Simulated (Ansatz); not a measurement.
# zincblende-structured TmAs

Level of theory: DFT, PBEsol, scalar-relativistic, collinear spin; plane waves to 420 eV with PAW datasets (Ansatz 0.2.0), 8×8×8 k-mesh, Gaussian smearing of 0.05 eV. The datasets are Ansatz's generated set soft_2.

```
Tm As
1.0
     0.00000    3.19170    3.19170
     3.19170    0.00000    3.19170
     3.19170    3.19170    0.00000
Tm As
1 1
Direct
  0.00000 0.00000 0.00000
  0.25000 0.25000 0.25000
```

This is a trial structure; measured cells of the compound in the Crystallography Open Database are in space group Fm-3m (rock salt).

Magnetic state: ferromagnetic, site spin moments Tm 1.59; As 0.21 μB.

Cell and atoms are those of this level's equilibrium.

Path: Γ–X–U | K–Γ–L–W–X, with Γ = (0.000, 0.000, 0.000), X = (-0.500, -0.500, 0.000), U = (-0.375, -0.375, 0.250), K = (-0.375, 0.000, 0.375), L = (0.000, 0.000, 0.500), W = (-0.500, -0.250, 0.250) in reciprocal vectors of the calculation's cell.

Q: Is it a metal or an insulator, and if it has a gap, where are the band edges on this path?

A: A metal: bands cross the Fermi level.

Bands as a text map, energy in eV from the Fermi level (dashes), each leg drawn with the same width, + spin up, o spin down, # both:
```
  2.86 | o #             o   +   #         o            
  2.57 |o+               +    ooo          +o           
  2.29 |+   #           #     +++           +o          
  2.00 |     #     oo###                     +#ooooo    
  1.71 |      #####++                          +++++####
  1.43 |                                                
  1.14 |                                                
  0.86 |                                                
  0.57 |                                                
  0.29 |    ooooooooooooooo               oooooooooooooo
  0.00 |oooooooooooooooooooooooooooooooooooooooooooooooo
 -0.29 |ooooo#############ooooooooooooooooo#############
 -0.57 |o####oooooo##ooooo####ooo##########oooooooo##ooo
 -0.86 |##o          ###  ##o#####oo      #+     +#o    
 -1.14 |  ++++++++++++++##+++o   o+++++++++###++##++++++
 -1.43 |++#+++     +++++++++#+++++#+++++++++++##+++++   
 -1.71 |+++#++++++++++++####+++++++##++++++#######++++++
 -2.00 |   +o       oooo++++       ++oooooo++++++ oo    
 -2.29 |    +#oooooo++++             ++++++      +++oooo
 -2.57 |      ++++++                                ++++
 -2.86 |                                                
 -3.14 |                                                
 -3.43 |                                                
 -3.71 |                                                
 -4.00 |                                                
 -4.29 |                                                
 -4.57 |                                                
 -4.86 |                                                
        Γ      X      UK       Γ       L       W       X
```

Formal charges Tm³⁺, As³⁻ leave Tm³⁺ with an open 4f¹² shell. Nothing in this functional splits the part-filled shell enough, so f states lie at the Fermi level.

Without a U or exact exchange the f states pile up at the Fermi level, so the metal found here may be the functional's error. Scalar-relativistic only: spin–orbit splittings of the heavy atoms' levels are missing. The run wasn't fully tested for a lower electronic state. Site moments are of spin, integrated over atomic spheres. In Pr and Tm monopnictides the crystal field often leaves a singlet without magnetic order, which this picture can't give. The run holds 0.5 f electrons more on Tm than the trivalent ion has, so it is between trivalent and divalent here. In such compounds it is trivalent as a rule, so this state is likely an artefact, and the extra f charge swells the ion. Only parallel moments were tried, so the real magnetic order may be another.

The open shells may stand above their lowest state, and forces and pressures are less sure for it.
